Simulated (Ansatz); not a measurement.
SiRu:
```
SiRu
1.0
    2.91398     0.00000     0.00000
    0.00000     2.91398     0.00000
    0.00000     0.00000     2.91398
Si Ru
1 1
Direct
  0.50000   0.50000   0.50000
  0.00000   0.00000   0.00000
```

Relaxed with r²SCAN.

Q: Map the electron localisation function on the plane through (0.500, 0.500, 0.500) spanned by u = [1, 0, 0] and v = [0, 1, 1] in lattice vectors, from the program Ansatz at the r²SCAN level (PAW).

A: x is the fraction of u, y of v (the angle between them is 90°; rows are the nearest grid lines); atoms in the plane: Si at (0.00, 0.00), Ru at (0.50, 0.50).
```
|95125653335652159|
|53136753335763135|
|22368863336886322|
|45799753235799754|
|88998631113689988|
|99975321112357999|
|77643344444334677|
|54223578887532245|
|42114899999841124|
|31015899899851013|
|31015887578851013|
|31015887578851013|
|31015899899851013|
|42114899999841124|
|54223578887532245|
|77643344444334677|
|99975321112357999|
|88998631113689988|
|45799753235799754|
|22368863336886322|
|53136753335763135|
|95125653335652159|
```
Scale: ten equal steps from 0.196 (start of '0') to 0.638 (end of '9'), in the order '0123456789'; x runs from 0.000 to 1.00, y from 0.000 (bottom) to 1.00 (top).

The density is the valence pseudo-density with augmentation charge, so density and ELF within about 1 Å of a nucleus are not all-electron values.

Space group Pm-3m (CsCl type). The first step of the workflow began from a Materials Project structure, measured or hypothetical; the Crystallography Open Database copy checked does not list it. Whether it is the stable phase at ambient conditions was not checked. The cell was relaxed with r²SCAN under the symmetry of its start; its stability against distortions is not shown here. No spin polarisation was allowed.

Potentials: the earlier of the program's two PAW sets.
